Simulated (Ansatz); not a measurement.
# Property card for MoPd

MoPd:
```cif
data_Mo4Pd4
_chemical_formula_sum 'Pd4 Mo4'
_space_group_name_H-M_alt 'Fm-3m'
_space_group_IT_number 225
_space_group_name_Hall '-F 4 2 3'
_cell_length_a 5.21372
_cell_length_b 5.21372
_cell_length_c 5.21372
_cell_angle_alpha 90.000
_cell_angle_beta 90.000
_cell_angle_gamma 90.000
loop_
_atom_site_label
_atom_site_type_symbol
_atom_site_symmetry_multiplicity
_atom_site_Wyckoff_symbol
_atom_site_fract_x
_atom_site_fract_y
_atom_site_fract_z
_atom_site_occupancy
Pd1 Pd 4 a 0.00000 0.00000 0.00000 1
Mo1 Mo 4 b 0.50000 0.50000 0.50000 1
```
(The calculation used a cell of 2 atoms; values per cell refer to that cell.)

Space group Fm-3m (No. 225), rock salt; conventional cell a = 5.2137 Å, b = 5.2137 Å, c = 5.2137 Å, α = 90.00°, β = 90.00°, γ = 90.00°.

Method: DFT-PBE in the program Ansatz with PAW potentials. Structure relaxed to zero pressure with the same functional. Other levels are named where they apply.

**Cell and energy**

* **Volume per atom**: 17.72 Å³
* **Density**: 9.48 g/cm³
* **Formation energy from the elements (no fitted shifts)**: 1.10 eV/atom

**Electronic structure**

* **Electronic character**: metallic (no gap)
* **Density of states at the Fermi level**: 1.7 states/eV per atom (mean over ±0.08 eV)
* **Gap with spin–orbit coupling**: none (metallic)

**Mechanics**

* **Bulk modulus (Birch–Murnaghan fit)**: 170 GPa
* **Pressure derivative B′**: 4.7

The start of the workflow was typed in or built on a structure type; neither database checked (COD, Materials Project) lists it. Whether it is the stable phase at ambient conditions was not checked. Symmetry was held in the PBE relaxation; whether a distortion lowers the energy is not shown. No spin polarisation was allowed. The volume moved by 17 % from the start of the relaxation. Its formation energy is positive at this level, so the cell may be metastable or incomplete. The references are the lowest solids computed at this level, not always the standard phases. Scalar-relativistic: spin–orbit coupling is off unless named, which matters more the heavier the elements.

Potentials: the earlier of the program's two PAW sets.
